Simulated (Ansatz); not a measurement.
Consider the following.

HgS (cinnabar type, space group P3_221)

```yaml
crystal:
  lattice:
    - [4.13888, 0.00000, 0.00000]
    - [-2.06944, 3.58437, 0.00000]
    - [0.00000, 0.00000, 9.40775]
  atoms:
    - { symbol: Hg, position: [0.71013, 0.00000, 0.66667] }
    - { symbol: Hg, position: [0.00000, 0.71013, 0.33333] }
    - { symbol: Hg, position: [0.28987, 0.28987, 0.00000] }
    - { symbol: S, position: [0.49980, 0.00000, 0.16667] }
    - { symbol: S, position: [0.00000, 0.49980, 0.83333] }
    - { symbol: S, position: [0.50020, 0.50020, 0.50000] }
```

The volume is varied about the relaxed value V₀ at fixed cell shape. The atoms relax within the cell's symmetry.

All values below come from PBEsol (plane waves to 420 eV, PAW, scalar-relativistic; Ansatz, a quantum-chemistry and plane-wave program). k mesh 10×10×4 (Γ-centred), Fermi-Dirac smearing 0.05 eV. E stands for the smeared free energy. Compression counts positive. With the shape held, the modulus is that of even scaling; a crystal free to change shape is softer. HgS was relaxed with its symmetry unable to fall. Spin-orbit coupling is left out, though Hg is heavy. ΔE is measured from the relaxed starting cell.

The scan covers V/V₀ from 0.900 to 1.100 in 9 points.

Task: What is ΔE at V/V₀ = 1.100?

Result: 11.5 meV/atom.

Task: What pressure does the cell carry at V/V₀ = 0.900?

Result: 4.08 GPa.

Task: What is ΔE at V/V₀ = 0.900?

Result: 24.3 meV/atom.

(Under strain, the slope of the energy per volume gives the stress and its curvature an elastic modulus.)
